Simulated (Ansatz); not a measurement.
## HfZrW$_{4}$: energy from the work of forces and stress

```
CELL_PARAMETERS angstrom
0.00000 3.80652 3.80652
3.80652 0.00000 3.80652
3.80652 3.80652 0.00000
ATOMIC_POSITIONS crystal
Zr 0.00000 0.00000 0.00000
Hf 0.75000 0.75000 0.75000
W 0.37503 0.37503 0.37503
W 0.87491 0.37503 0.37503
W 0.37503 0.37503 0.87491
W 0.37503 0.87491 0.37503
```

These are results of Ansatz 0.2.0, DFT PBEsol, scalar-relativistic, plane waves, PAW, not measurements.

Cutoff 420 eV; k points 8×8×8 on the computed 6-atom cell (Γ-centred); Gaussian smearing, width 0.10 eV; no spin polarisation.

At the start the stress (GPa, compression positive, xx yy zz yz xz xy) is -4.60 -4.60 -4.60 0.00 0.00 0.00 and the forces (eV/Å) are Zr1 (0.00, 0.00, 0.00); Hf2 (0.00, 0.00, 0.00); W3 (-0.01, -0.01, -0.01); W4 (-0.01, 0.01, 0.01); W5 (0.01, 0.01, -0.01); W6 (0.01, -0.01, 0.01). Each variant moves atoms by u and then strains the cell by ε, so an atom ends at (r + u)(1 + ε); shears are tensor components, each standing twice in ε. The starting volume is 110.31 Å³.

Variant 1: no strain, moves (Å) W6 (0.000, 0.375, 0.000). There the stress is 0.79 -1.10 0.79 -1.40 0.21 -1.40 GPa and the forces (eV/Å) are Zr1 (0.18, 0.39, 0.18); Hf2 (0.31, 1.01, 0.31); W3 (-0.19, 0.62, -0.19); W4 (-1.94, 2.04, 0.16); W5 (0.16, 2.04, -1.94); W6 (1.47, -6.09, 1.47).

Variant 2: strain (xx yy zz yz xz xy, %) 2.76 2.76 2.76 0.00 0.00 0.00, moves (Å) W3 (-0.021, -0.021, -0.021); W4 (-0.021, 0.021, 0.021); W5 (0.021, 0.021, -0.021); W6 (0.021, -0.021, 0.021). There the stress is -18.76 -18.76 -18.76 0.00 0.00 0.00 GPa and the forces (eV/Å) are Zr1 (0.00, 0.00, 0.00); Hf2 (0.00, 0.00, 0.00); W3 (0.66, 0.66, 0.66); W4 (0.66, -0.66, -0.66); W5 (-0.66, -0.66, 0.66); W6 (-0.66, 0.66, -0.66).

Variant 3: strain (xx yy zz yz xz xy, %) 2.74 2.74 2.74 0.00 0.00 0.00, moves (Å) W3 (0.042, 0.042, 0.042); W4 (0.042, -0.042, -0.042); W5 (-0.042, -0.042, 0.042); W6 (-0.042, 0.042, -0.042). There the stress is -16.91 -16.91 -16.91 0.00 0.00 0.00 GPa and the forces (eV/Å) are Zr1 (0.00, 0.00, 0.00); Hf2 (0.00, 0.00, 0.00); W3 (-1.37, -1.37, -1.37); W4 (-1.37, 1.37, 1.37); W5 (1.37, 1.37, -1.37); W6 (1.37, -1.37, 1.37).

Variant 4: strain (xx yy zz yz xz xy, %) 3.72 3.72 3.72 0.00 0.00 0.00, moves (Å) W3 (0.106, 0.106, 0.106); W4 (0.106, -0.106, -0.106); W5 (-0.106, -0.106, 0.106); W6 (-0.106, 0.106, -0.106). There the stress is -9.95 -9.95 -9.95 0.00 0.00 0.00 GPa and the forces (eV/Å) are Zr1 (0.00, 0.00, 0.00); Hf2 (0.00, 0.00, 0.00); W3 (-3.58, -3.58, -3.58); W4 (-3.58, 3.58, 3.58); W5 (3.58, 3.58, -3.58); W6 (3.58, -3.58, 3.58).

Task: Estimate each change of free energy from forces and stresses by the trapezoid rule along the path (r + tu)(1 + tε), t from 0 to 1, and compare with the computed change.

Result: The derivative of the energy along the path is −F·u(1 + tε) for the atoms and −V σ(1 + tε)⁻¹ : ε for the cell, with F, σ and V taken at t (σ positive in compression; 1 eV/Å³ = 160.2 GPa). Averaging t = 0 and t = 1 gives, in meV per atom:
```csv
variant,work on atoms,work on cell,sum,computed
1,190.6,0.0,190.6,197.4
2,14.3,116.1,130.4,136.2
3,59.8,105.8,165.6,178.6
4,394.9,97.8,492.7,548.1
```

The rule is exact for a quadratic energy surface and overshoots a term ct³ by c/2, so the difference between the last two columns measures the net anharmonic part along the path (terms of opposite sign can cancel, and the finite basis adds a little): 3 to 10 % here.

Spin–orbit coupling is left out, which can shift energies with elements as heavy as these.